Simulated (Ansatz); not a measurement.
# Calculated with Ansatz: BeHBr, relaxation

Run with:

```bash
ansatz run input.yaml --threads 2 --pin off --max-ram 3584MiB --backend cpu --events-out ev --progress --plain --runs-dir out
```

input.yaml:

```yaml
crystal:
  lattice:
    - [3.490062, 0.0, 0.0]
    - [0.0, 3.490062, 0.0]
    - [0.0, 0.0, 7.156526]
  atoms:
    - { symbol: Be, position: [0.0, 0.5, 0.14] }
    - { symbol: Be, position: [0.5, 0.0, 0.86] }
    - { symbol: H, position: [0.0, 0.0, 0.0] }
    - { symbol: H, position: [0.5, 0.5, 0.0] }
    - { symbol: Br, position: [0.0, 0.5, 0.67] }
    - { symbol: Br, position: [0.5, 0.0, 0.33] }
  symmetry: { tolerance: 0.0003 }
kpoints:
  mp_grid: { grid: [8, 8, 4], shift: [0, 0, 0] }
magnetization:
  spin_polarized: false
scf:
  occupations: { method: fermi_dirac }
  lower_state_search: "off"
hamiltonian:
  pseudopotentials: { kind: paw }
  xc: r2scan
basis:
  ecutwfc: 500
  fft_grid_basis: typed
relax:
  max_steps: 60
  cell: { p_target: 0.0 }
output:
  forces: true
  stress: true
  eigenvalues: true
  bader: true
  populations: true
  elf: true
  write_potential: true
  volumetric_format: npy
  dos:
    e_range: [-12, 8]
    de: 0.05
    projected: { site_lists: { Be: [Be], Br: [Br], H: [H] } }
checkpoint:
  read: saved_state
```

Origin of the cell: a known structure type with other elements, at an estimated volume, so it need not be a known compound.

The smearing width isn't typed, so it takes its default of 0.1 eV.

The saved state is a converged single point of the same cell.

Excerpt of the output:

```
Pseudopotentials: kind: paw
Pseudopotential: Be, paw, valence charge 2, recommended cutoff 500 eV (meta_gga), Be.paw.azcp
Pseudopotential: H, paw, valence charge 1, recommended cutoff 500 eV (meta_gga), H.paw.azcp
Pseudopotential: Br, paw, valence charge 7, recommended cutoff 500 eV (meta_gga), Br.paw.azcp
Functional definition: r2SCAN
  exchange = r2scan_x(k0 = k0, k1 = k1, a1 = a1)
  correlation = r2scan_c
Crystal: 6 atoms, lattice volume = 87.170 Å³
Basis set: ecut = 500 eV, 2203 PW (Γ), exchange–correlation on 108×108×216 points (64 copies of the dense FFT grid, shifted against one another)
Bands: 16, of which v1, the nominal top of the filled ones, is band 10 counted from 1 (9 counted from 0)
Symmetry: 16 space group operations
[… 11 lines left out …]
Initial density: read from a saved state, or passed on in memory by an earlier SCF of this step, an earlier step, the calling program or the single point that the run made first
Functional: x = r2scan, c = r2scan; τ floored in thin density (d = 2e-4 eV/Å³)
SCF iter   1: F=-5802.408825 eV  HF=-5802.406368 eV  Δρ=5.71e-4  dr2=2.38e-4  dr2_τ=7.94e-4
SCF iter   2: F=-5802.408958 eV  HF=-5802.408903 eV  Δρ=2.25e-4  dr2=2.99e-5  dr2_τ=1.72e-5
SCF iter   3: F=-5802.408960 eV  HF=-5802.408965 eV  Δρ=1.15e-4  dr2=2.29e-5  dr2_τ=3.66e-6
SCF iter   4: F=-5802.408974 eV  HF=-5802.408970 eV  Δρ=4.73e-5  dr2=5.85e-7  dr2_τ=8.03e-7
SCF iter   5: F=-5802.408974 eV  HF=-5802.408974 eV  Δρ=6.65e-6  dr2=2.26e-8  dr2_τ=7.52e-9
relax step   1: F+E_penalty+E_count = -5802.408974 eV  Δ(F+E_penalty+E_count) = +0.000e0 eV  max|allowed force component| = 7.163e-1 eV/Å  Δτ_max = 0.0000 Å  P = -8.761 GPa  Ω = 87.170 Å³  (5 […]
relax step   2: F+E_penalty+E_count = -5803.197613 eV  Δ(F+E_penalty+E_count) = -7.886e-1 eV  max|allowed force component| = 4.002e-1 eV/Å  Δτ_max = 0.0985 Å  P = -4.631 GPa  Ω = 79.695 Å³  e […]
relax step   3: F+E_penalty+E_count = -5803.563444 eV  Δ(F+E_penalty+E_count) = -3.658e-1 eV  max|allowed force component| = 3.012e-1 eV/Å  Δτ_max = 0.0872 Å  P = +0.953 GPa  Ω = 74.921 Å³  e […]
relax step   4: F+E_penalty+E_count = -5803.512061 eV  Δ(F+E_penalty+E_count) = +5.138e-2 eV  max|allowed force component| = 8.596e-1 eV/Å  Δτ_max = 0.1946 Å  P = +1.472 GPa  Ω = 78.999 Å³  e […]
relax step   5: F+E_penalty+E_count = -5803.601938 eV  Δ(F+E_penalty+E_count) = -3.849e-2 eV  max|allowed force component| = 6.868e-2 eV/Å  Δτ_max = 0.0589 Å  P = +0.429 GPa  Ω = 76.889 Å³  e […]
relax step   6: F+E_penalty+E_count = -5803.617416 eV  Δ(F+E_penalty+E_count) = -1.548e-2 eV  max|allowed force component| = 3.806e-2 eV/Å  Δτ_max = 0.0388 Å  P = +0.228 GPa  Ω = 78.391 Å³  e […]
relax step   7: F+E_penalty+E_count = -5803.622315 eV  Δ(F+E_penalty+E_count) = -4.899e-3 eV  max|allowed force component| = 1.275e-2 eV/Å  Δτ_max = 0.0401 Å  P = +0.010 GPa  Ω = 80.026 Å³  e […]
relax step   8: F+E_penalty+E_count = -5803.622565 eV  Δ(F+E_penalty+E_count) = -2.503e-4 eV  max|allowed force component| = 1.486e-3 eV/Å  Δτ_max = 0.0110 Å  P = +0.014 GPa  Ω = 80.419 Å³  e […]
relax step   9: F+E_penalty+E_count = -5803.622572 eV  Δ(F+E_penalty+E_count) = -7.353e-6 eV  max|allowed force component| = 1.339e-3 eV/Å  Δτ_max = 0.0000 Å  P = +0.013 GPa  Ω = 80.419 Å³  stress off target by 5.37e-2 GPa […]
relax step  10: F+E_penalty+E_count = -5803.622576 eV  Δ(F+E_penalty+E_count) = -3.750e-6 eV  max|allowed force component| = 3.020e-3 eV/Å  Δτ_max = 0.0037 Å  P = -0.000 GPa  Ω = 80.581 Å³  e […]
relax step  11: F+E_penalty+E_count = -5803.622599 eV  Δ(F+E_penalty+E_count) = -2.267e-5 eV  max|allowed force component| = 3.009e-3 eV/Å  Δτ_max = 0.0000 Å  P = -0.000 GPa  Ω = 80.581 Å³  stress off target by 9.71e-3 GPa […]
SCF 11 converged in 5 iterations: F = -5803.622599 eV  dr2 = 1.17e-11
basis re-selected at this cell: Δ(F+E_penalty+E_count) = -2.267e-5 eV, ΔP = +0.000 GPa vs the last step (what re-selecting the basis moved, of the pressure what is left beyond the Pulay corre […]
SCF converged after 5 iterations
Free energy (F): -5803.622599 eV
Harris-Foulkes:  -5803.622599 eV  (|F-HF|=2.00e-11)
Internal energy: -5803.619383 eV  (E = F + TS)
E sigma→0 (E₀):  -5803.620991 eV
Entropy (-TS):   -0.003215 eV (-0.536 meV/atom)
Fermi energy:    5.130321 eV
--- Per-component energies (eV) ---
  E_band       = -26.824319
  E_kinetic    = 332.643684
  E_local      = -429.885025  (includes V_loc(G=0)·N_el)
  E_nonlocal   = 149.872048
  E_hartree    = 113.901128
  E_xc         = -555.950392
  E_vxc        = -297.026847  (∫ρ·V_xc dr)
  E_paw        = -4662.610049  (= ΣΔE_a)
  E_vpaw       = -24.560452  (= ΣTr[D̂ρ^β])
  E_aug_tail   = -0.000864  (compensation charges beyond the density's cutoff)
  E_vtau       = 14.330881  (kinetic-family band-sum trace: ∫τ·v_τ [+ j·A + Jᵃ·Aᵃ] dr)
  E_ewald      = -751.249472
  E_core_change = -0.340442  (= ΣΔE_core)
  E_smearing   = -0.003215  (= −TS)
  Σ components = -5803.622599   (vs F -5803.622599, Δ=0.00e0)
--- Forces (eV/Å), atoms counted from 1 ---
  atom   1  Be    -0.000000    -0.000000     0.003009
  atom   2  Be     0.000000     0.000000    -0.003009
  atom   3  H     -0.000000     0.000000     0.000000
  atom   4  H      0.000000    -0.000000    -0.000000
  atom   5  Br     0.000000     0.000000     0.002736
  atom   6  Br    -0.000000    -0.000000    -0.002736
  max |Σ_I F_I| component: 2.17e-18 eV/Å
--- Stress (GPa, compression-positive) ---
        0.004697       0.000000       0.000000
        0.000000       0.004697       0.000000
        0.000000       0.000000      -0.009711
  P = ⅓ Tr σ = -0.0001 GPa (-0.001 kbar)
--- Relaxed structure (9 steps of the walk, 8 accepted, 2 SCFs on fresh bases) ---
  F+E_penalty+E_count = -5803.622599 eV   max|allowed force component| = 3.009e-3 eV/Å   (the final SCF, on the basis selected at the relaxed cell)
  cell:  # Å, volume = 80.5806 Å³
    - [3.148750, 0.0, 0.0]
    - [0.0, 3.148750, 0.0]
    - [0.0, 0.0, 8.127445]
  atoms:
    - { symbol: Be, position: [0.0, 0.5, 0.109263] }
    - { symbol: Be, position: [0.5, 0.0, 0.890737] }
    - { symbol: H, position: [0.0, 0.0, 0.0] }
    - { symbol: H, position: [0.5, 0.5, 0.0] }
    - { symbol: Br, position: [0.0, 0.5, 0.713298] }
    - { symbol: Br, position: [0.5, 0.0, 0.286702] }
--- Löwdin populations: 6 sites ---
  site symbol       q [e]
     0     Be      0.5375
     1     Be      0.5375
     2      H      1.6474
     3      H      1.6474
     4     Br      7.5292
     5     Br      7.5292
  spilling = 0.028588 (of n_electrons = 20.000000)
--- Bader charges: 6 sites ---
  site symbol  charge [e]  shift [e]
     0     Be      1.7013     0.0001
     1     Be      1.7013     0.0001
     2      H     -0.9202     0.0001
     3      H     -0.9202     0.0001
     4     Br     -0.7812     0.0002
     5     Br     -0.7812     0.0002
  estimated error of the sums over rays = 2.9e-4 e
```

The starting structure.

Space group P4/nmm (No. 129); the run's cell has a = 3.490 Å, b = 3.490 Å, c = 7.157 Å, α = 90.00°, β = 90.00°, γ = 90.00°. Shortest distances: Be–H 2.01 Å, H–H 2.47 Å, Be–Br 2.82 Å, Br–H 2.94 Å, Be–Be 3.18 Å, Br–Br 3.47 Å.

The relaxed structure.

Space group P4/nmm (No. 129); the run's cell has a = 3.149 Å, b = 3.149 Å, c = 8.127 Å, α = 90.00°, β = 90.00°, γ = 90.00°. Shortest distances: Be–H 1.81 Å, H–H 2.23 Å, Be–Br 2.65 Å, Br–H 2.81 Å, Be–Be 2.85 Å, Br–Br 3.15 Å.

| Quantity | Value |
| --- | --- |
| Free energy lowered by | 202.3 meV/atom |
| Volume change | -7.56 % |
| Final pressure | 0.00 GPa |
| Relaxation steps listed | 11 |
| Formation energy (elements under the same functional, gases as molecules, uncorrected) | 0.111 eV/atom |

Caveats: the relaxation held the start's symmetry, so the end may be a saddle point.

Time: 75 s on 2 threads of Arm Neoverse V2, with other jobs on the host, peak memory 0.56 GiB, from a saved density.
